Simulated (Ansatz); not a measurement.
The relaxed structure here is a generated cell of SnO: the first start was made by placing the elements on the sites of a structure type, and the end was not matched to a known phase here, so it may be hypothetical. Known forms of SnO include space group No. 129.

The end point of a relaxation of SnO. Calculation: r2SCAN (plane waves to 500 eV, PAW, scalar-relativistic; Ansatz, a quantum-chemistry and plane-wave program).

```cif
data_O6Sn6
_chemical_formula_sum 'Sn6 O6'
_space_group_name_H-M_alt 'P 1'
_space_group_IT_number 1
_cell_length_a 5.00093
_cell_length_b 5.00093
_cell_length_c 10.82160
_cell_angle_alpha 90.000
_cell_angle_beta 90.000
_cell_angle_gamma 120.000
loop_
_space_group_symop_operation_xyz
  'x, y, z'
loop_
_atom_site_label
_atom_site_type_symbol
_atom_site_fract_x
_atom_site_fract_y
_atom_site_fract_z
_atom_site_occupancy
Sn1 Sn 0.55717 0.17984 0.53650 1
Sn2 Sn 0.37732 0.82016 0.13016 1
Sn3 Sn 0.82016 0.37732 0.86984 1
Sn4 Sn 0.17984 0.55717 0.46350 1
Sn5 Sn 0.44283 0.62268 0.79683 1
Sn6 Sn 0.62268 0.44283 0.20317 1
O1 O 0.58042 0.95695 0.95182 1
O2 O 0.41958 0.37653 0.38151 1
O3 O 0.62347 0.04305 0.71484 1
O4 O 0.04305 0.62347 0.28516 1
O5 O 0.95695 0.58042 0.04818 1
O6 O 0.37653 0.41958 0.61849 1
```

Question: Find the space group and the Wyckoff positions (tolerance 0.01 Å).

Answer: Space group P3₁21 (No. 152); a = 5.001 Å, b = 5.001 Å, c = 10.822 Å, α = 90.00°, β = 90.00°, γ = 120.00°

| atom | site | symmetry | x | y | z |
|---|---|---|---|---|---|
| Sn | 6c | 1 | 0.1798 | 0.5572 | 0.4635 |
| O | 6c | 1 | 0.0430 | 0.6235 | 0.2852 |

Question: Give the shortest distances between elements (the closest pairs, up to four, under 3.6 Å).

Answer: O–Sn 2.03 Å; O–O 2.59 Å; Sn–Sn 2.83 Å.

```json
{
  "volume_per_atom": "19.53 Å³",
  "band_gap": "1.09 eV, direct within 0.03 eV (at L) (no spin-orbit coupling)",
  "smallest_direct_gap": "1.09 eV at L"
}
```

No spin polarisation in the result.

It was reached from a disturbed copy of a P3₂21 (No. 154) cell, against which it lies -234 meV/atom.
